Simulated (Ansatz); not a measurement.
input.yaml

```yaml
crystal:
  lattice:
    - [-2.3872843605, 2.3872843605, 5.7161560881]
    - [2.3872843605, -2.3872843605, 5.7161560881]
    - [2.3872843605, 2.3872843605, -5.7161560881]
  atoms:
    - { symbol: Sn, position: [0.0, 0.0, 0.0] }
    - { symbol: Bi, position: [0.5, 0.5, 0.0] }
    - { symbol: Bi, position: [0.25, 0.75, 0.5] }
    - { symbol: Bi, position: [0.75, 0.25, 0.5] }
basis:
  ecutwfc: 420
kpoints:
  mp_grid: { grid: [12, 12, 12] }
hamiltonian:
  xc: pbesol
scf:
  occupations: { method: gaussian, width: 0.1 }
output:
  forces: true
  stress: true
  eigenvalues: true
relax:
  adjacent_minimum: "off"
  f_tol: 0.01
  max_steps: 30
  cell: { stress_tol: 0.1, fix: [volume] }
```

Launched with
```bash
ansatz run input.yaml --threads 1 --pin off --max-ram 2560MiB --backend cpu --events-out ev --progress --plain --runs-dir out
```

All numbers below come from DFT PBEsol, scalar-relativistic, plane waves, PAW (Ansatz 0.2.0).

Abridged output:

```
Pseudopotentials: kind: paw
Pseudopotential: Sn, paw, valence charge 14, recommended cutoff 420 eV (normal)
Pseudopotential: Bi, paw, valence charge 15, recommended cutoff 420 eV (normal)
Functional definition: PBEsol
Crystal: 4 atoms, lattice volume = 130.308 Å³
Basis set: ecut = 420 eV, 2515 PW (Γ), exchange–correlation on 90×90×90 points (8 copies of the dense FFT grid, shifted against one another)
Bands: 36, of which v1, the nominal top of the filled ones, is band 30 counted from 1 (29 counted from 0)
Symmetry: 16 space group operations
Space group: I4/mmm (ITA 139), of the structure as read, at distance tolerance 5.1e-5 Å
k-points: 163 of 1728
Initial density: superposition of atomic densities (neutral atoms: chi_scale 0, normalization atom), corrected by the library's trained network
Initial wavefunctions: pseudopotential atomic-orbital guess
Functional: x = pbesol(κ = 0.804, μ = 0.12345679), c = pbesol(β = 0.046)
SCF iter   1: F=—  HF=-42675.197644 eV  |F-HF|=—  |Δ(HF+E_count)|=         —  Δρ=2.25e-3  dr2=8.47e-3  ethr=1.77e-3  ⟨swp⟩=7.0  Hψ=25697  notcnv=0
SCF iter   2: F=—  HF=-42675.195780 eV  |F-HF|=—  |Δ(HF+E_count)|=   1.86e-3  Δρ=1.27e-3  dr2=3.00e-3  ethr=1.43e-5  ⟨swp⟩=2.5  Hψ=10582  notcnv=0
SCF iter   3: F=—  HF=-42675.195115 eV  |F-HF|=—  |Δ(HF+E_count)|=   6.66e-4  Δρ=2.76e-4  dr2=1.51e-4  ethr=5.08e-6  ⟨swp⟩=2.9  Hψ=10221  notcnv=0
SCF iter   4: F=—  HF=-42675.195085 eV  |F-HF|=—  |Δ(HF+E_count)|=   2.99e-5  Δρ=8.57e-5  dr2=1.48e-5  ethr=2.56e-7  ⟨swp⟩=2.3  Hψ=9051  notcnv=0
SCF iter   5: F=—  HF=-42675.195047 eV  |F-HF|=—  |Δ(HF+E_count)|=   3.78e-5  Δρ=2.35e-5  dr2=1.09e-6  ethr=2.50e-8  ⟨swp⟩=2.0  Hψ=6679  notcnv=0
SCF iter   6: F=—  HF=-42675.195047 eV  |F-HF|=—  |Δ(HF+E_count)|=   7.08e-8  Δρ=6.39e-6  dr2=1.11e-7  ethr=1.84e-9  ⟨swp⟩=2.1  Hψ=7486  notcnv=0
SCF iter   7: F=-42675.195047 eV  HF=-42675.195047 eV  |F-HF|=3.62e-9  |Δ(HF+E_count)|=   1.53e-8  Δρ=1.95e-6  dr2=7.65e-9  ethr=1.69e-10  ⟨swp⟩=9.1  Hψ=23382  notcnv=0
SCF 1 converged in 7 iterations: F = -42675.195047 eV  dr2 = 7.65e-9
relax step   1: F+E_penalty+E_count = -42675.19504698 eV  Δ(F+E_penalty+E_count) = +0.000e0 eV  max|allowed force component| = 6.072e-18 eV/Å  Δτ_max = 0.0000 Å  P = -4.193 GPa  Ω = 130.308 Å³  fix = [volume]  reactions: volume -4.193 GPa (7 SCF iters, dr2 threshold 1.00e-7 eV, accepted)
Initial density: handed on by an earlier stage of this run
Initial wavefunctions: those handed on with the density
SCF iter   1: F=—  HF=-42675.195420 eV  |F-HF|=—  |Δ(HF+E_count)|=         —  Δρ=7.69e-5  dr2=1.07e-5  ethr=3.67e-8  ⟨swp⟩=3.0  Hψ=32818  notcnv=0
SCF iter   2: F=—  HF=-42675.195417 eV  |F-HF|=—  |Δ(HF+E_count)|=   3.03e-6  Δρ=4.91e-5  dr2=4.37e-6  ethr=1.82e-8  ⟨swp⟩=1.0  Hψ=5868  notcnv=0
SCF iter   3: F=-42675.195416 eV  HF=-42675.195416 eV  |F-HF|=1.03e-8  |Δ(HF+E_count)|=   1.11e-6  Δρ=6.33e-6  dr2=5.94e-8  ethr=1.03e-10  ⟨swp⟩=6.2  Hψ=29734  notcnv=0
SCF 2 converged in 3 iterations: F = -42675.195416 eV  dr2 = 5.94e-8
relax step   2: F+E_penalty+E_count = -42675.19541583 eV  Δ(F+E_penalty+E_count) = -3.688e-4 eV  max|allowed force component| = 3.469e-18 eV/Å  Δτ_max = 0.0000 Å  P = -4.177 GPa  Ω = 130.308 Å³  energy of the carried Pulay correction = +1.837e-6 eV  fix = [volume]  reactions: volume -4.177 GPa (3 SCF iters, dr2 threshold 6.07e-8 eV, accepted)
Basis set: ecut = 420 eV, 2523 PW (Γ), exchange–correlation on 90×90×90 points (8 copies of the dense FFT grid, shifted against one another)
SCF iter   1: F=—  HF=-42675.195653 eV  |F-HF|=—  |Δ(HF+E_count)|=         —  Δρ=1.34e-4  dr2=3.37e-5  ethr=1.06e-7  ⟨swp⟩=3.0  Hψ=33196  notcnv=0
SCF iter   2: F=—  HF=-42675.195644 eV  |F-HF|=—  |Δ(HF+E_count)|=   9.38e-6  Δρ=8.62e-5  dr2=1.39e-5  ethr=5.71e-8  ⟨swp⟩=1.0  Hψ=5868  notcnv=0
SCF iter   3: F=—  HF=-42675.195652 eV  |F-HF|=—  |Δ(HF+E_count)|=   8.31e-6  Δρ=1.15e-5  dr2=1.95e-7  ethr=2.35e-8  ⟨swp⟩=2.0  Hψ=6849  notcnv=0
SCF iter   4: F=—  HF=-42675.195635 eV  |F-HF|=—  |Δ(HF+E_count)|=   1.70e-5  Δρ=3.74e-6  dr2=2.07e-8  ethr=3.30e-10  ⟨swp⟩=2.6  Hψ=10771  notcnv=0
SCF iter   5: F=—  HF=-42675.195635 eV  |F-HF|=—  |Δ(HF+E_count)|=   1.14e-9  Δρ=9.44e-7  dr2=1.16e-9  ethr=3.50e-11  ⟨swp⟩=2.0  Hψ=8025  notcnv=0
SCF iter   6: F=-42675.195635 eV  HF=-42675.195635 eV  |F-HF|=2.91e-11  |Δ(HF+E_count)|=    0.00e0  Δρ=2.11e-7  dr2=7.80e-11  ethr=1.00e-12  ⟨swp⟩=5.2  Hψ=23044  notcnv=0
SCF 3 converged in 6 iterations: F = -42675.195635 eV  dr2 = 7.80e-11
relax step   3: F+E_penalty+E_count = -42675.19563516 eV  Δ(F+E_penalty+E_count) = -2.193e-4 eV  max|allowed force component| = 7.806e-18 eV/Å  Δτ_max = 0.0000 Å  P = -4.146 GPa  Ω = 130.308 Å³  energy of the carried Pulay correction = +4.951e-6 eV  fix = [volume]  reactions: volume -4.146 GPa (6 SCF iters, accepted)
Initial wavefunctions: pseudopotential atomic-orbital guess (no wavefunctions were taken with the density)
SCF iter   1: F=—  HF=-42675.195644 eV  |F-HF|=—  |Δ(HF+E_count)|=         —  Δρ=3.80e-5  dr2=4.65e-8  ethr=3.73e-8  ⟨swp⟩=4.1  Hψ=44587  notcnv=0
SCF iter   2: F=—  HF=-42675.195628 eV  |F-HF|=—  |Δ(HF+E_count)|=   1.65e-5  Δρ=1.93e-5  dr2=1.23e-8  ethr=7.89e-11  ⟨swp⟩=2.3  Hψ=10569  notcnv=0
SCF iter   3: F=-42675.195628 eV  HF=-42675.195628 eV  |F-HF|=7.28e-12  |Δ(HF+E_count)|=   3.57e-7  Δρ=1.73e-7  dr2=1.90e-11  ethr=1.00e-12  ⟨swp⟩=6.9  Hψ=31286  notcnv=0
SCF 4 converged in 3 iterations: F = -42675.195628 eV  dr2 = 1.90e-11
SCF converged after 3 iterations
Free energy (F): -42675.195628 eV
Harris-Foulkes:  -42675.195628 eV  (|F-HF|=7.28e-12)
Internal energy: -42675.182762 eV  (E = F + TS)
E sigma→0 (E₀):  -42675.189195 eV
Entropy (-TS):   -0.012866 eV (-3.217 meV/atom)
Fermi energy:    10.259555 eV
--- Per-component energies (eV) ---
  E_band       = -398.959034
  E_kinetic    = 1089.253052
  E_local      = -5274.383011  (includes V_loc(G=0)·N_el)
  E_nonlocal   = 1654.413886
  E_hartree    = 1935.603257
  E_xc         = -828.751720
  E_vxc        = -527.245835  (∫ρ·V_xc dr)
  E_paw        = -35590.772784  (= ΣΔE_a)
  E_vpaw       = -1212.202146  (= ΣTr[D̂ρ^β])
  E_aug_tail   = -0.001400  (compensation charges beyond the density's cutoff)
  E_ewald      = -5661.098139
  E_core_change = 0.554096  (= ΣΔE_core)
  E_smearing   = -0.012866  (= −TS)
--- Forces (eV/Å), atoms counted from 1 ---
  atom   1  Sn     0.00000000     0.00000000     0.00000000
  atom   2  Bi     0.00000000     0.00000000     0.00000000
  atom   3  Bi     0.00000000     0.00000000     0.00000000
  atom   4  Bi     0.00000000     0.00000000     0.00000000
--- Stress (GPa, compression-positive) ---
       -4.139899       0.000000       0.000000
        0.000000      -4.139899       0.000000
        0.000000       0.000000      -4.157214
  P = ⅓ Tr σ = -4.1457 GPa (-41.457 kbar)
--- Band table (eV; the first three rows and the last of 163) ---
  k-point 0: bands = ["-12.7760", "-12.6883", "-12.6781", "-12.6490", "-12.6490", "-12.6213", "-12.6213", "-12.6156", "-12.5789", "-12.5710", "-12.5669", "-12.5626", "-12.5626", "-12.5419", "-12.4561", "-11.2987", "-11.2835", "-11.2835", "-11.2535", "-11.2470", "-2.5924", "-0.0235", "1.2534", "4.4162", "5.6687", "7.6458", "7.6458", "8.1845", "8.1845", "10.0851", "10.4174", "12.4584", "12.4584", "14.7826", "15.4859", "15.4859"]
  k-point 1: bands = ["-12.7663", "-12.6837", "-12.6735", "-12.6512", "-12.6449", "-12.6222", "-12.6209", "-12.6137", "-12.5776", "-12.5761", "-12.5661", "-12.5660", "-12.5616", "-12.5455", "-12.4670", "-11.2987", "-11.2838", "-11.2836", "-11.2534", "-11.2491", "-2.5108", "-0.0008", "1.0946", "4.2210", "5.7711", "7.3612", "7.8057", "8.0280", "8.6283", "10.5213", "10.7701", "11.4933", "12.5575", "14.4993", "14.6064", "15.5534"]
  k-point 2: bands = ["-12.7448", "-12.6663", "-12.6612", "-12.6562", "-12.6338", "-12.6253", "-12.6206", "-12.6096", "-12.5893", "-12.5746", "-12.5742", "-12.5659", "-12.5638", "-12.5535", "-12.4919", "-11.2983", "-11.2844", "-11.2838", "-11.2542", "-11.2531", "-2.2696", "0.0517", "0.7223", "3.8547", "6.0693", "6.7998", "7.1443", "9.0600", "9.5762", "10.0128", "11.2915", "11.4760", "12.7208", "12.8485", "13.9982", "15.7345"]
  k-point 162: bands = ["-12.7752", "-12.6895", "-12.6867", "-12.6777", "-12.6777", "-12.6052", "-12.5987", "-12.5880", "-12.5880", "-12.5797", "-12.5672", "-12.5672", "-12.5441", "-12.5376", "-12.4561", "-11.2980", "-11.2827", "-11.2827", "-11.2531", "-11.2470", "-2.0215", "-1.1223", "1.2352", "4.0685", "6.7430", "6.7430", "9.4958", "9.6203", "9.7955", "9.7955", "10.9348", "11.5175", "13.3040", "13.3040", "13.9891", "13.9891"]
--- Relaxed structure (3 steps of the walk, 3 accepted, 1 SCFs on fresh bases) ---
  F+E_penalty+E_count = -42675.19562812 eV   max|allowed force component| = 1.128e-17 eV/Å   (the final SCF, on the basis selected at the relaxed cell)
  cell:  # Å, volume = 130.3084 Å³
    - [-2.37971427, 2.37971427, 5.75258116]
    - [2.37971427, -2.37971427, 5.75258116]
    - [2.37971427, 2.37971427, -5.75258116]
  atoms:
    - { symbol: Sn, position: [0.0, 0.0, 0.0] }
    - { symbol: Bi, position: [0.5, 0.5, 0.0] }
    - { symbol: Bi, position: [0.25, 0.75, 0.49999999] }
    - { symbol: Bi, position: [0.75, 0.25, 0.49999999] }
```

The relaxation met its thresholds.

Time: 2.2 min on 1 thread of Intel(R) Xeon(R) Platinum 8488C (Sapphire Rapids) (shared host), peak memory 0.86 GiB.

Spin–orbit coupling is left out, which can shift energies with elements as heavy as these.